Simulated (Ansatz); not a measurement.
As$_{2}$Se$_{3}$:
```
CELL_PARAMETERS angstrom
      6.87171     1.86596     0.00000
     -6.87171     1.86596     0.00000
     -0.77298     0.00000     9.50540
ATOMIC_POSITIONS crystal
  As 0.38430 0.61570 0.56862
  As 0.61570 0.38430 0.43138
  As 0.79490 0.20510 0.86251
  As 0.20510 0.79490 0.13749
  Se 0.96582 0.03418 0.71097
  Se 0.03418 0.96582 0.28903
  Se 0.22774 0.77226 0.66628
  Se 0.77226 0.22774 0.33372
  Se 0.63181 0.36819 0.96630
  Se 0.36819 0.63181 0.03370
```

Relaxed with r²SCAN+D4.

### Question
Give the Bader charges and basin volumes of the independent atoms, the program Ansatz at the r²SCAN+D4 level (PAW).

### Answer


```
atom  Bader charge (e)  Bader volume (Å³)
----  ----------------  -----------------
As1              +0.53               20.7
As3              +0.65               16.8
Se5              -0.37               29.3
Se7              -0.41               26.2
Se9              -0.40               29.0
```

Space group C2/m. The workflow started from a Materials Project entry (that database holds measured and hypothetical structures alike); the Crystallography Open Database files this formula in space group No. 12, but the cells were not matched. Its standing as an ambient phase is unchecked. Symmetry was held in the r²SCAN+D4 relaxation; its stability against distortions is not shown here.

Potentials: the later of the program's two PAW sets.
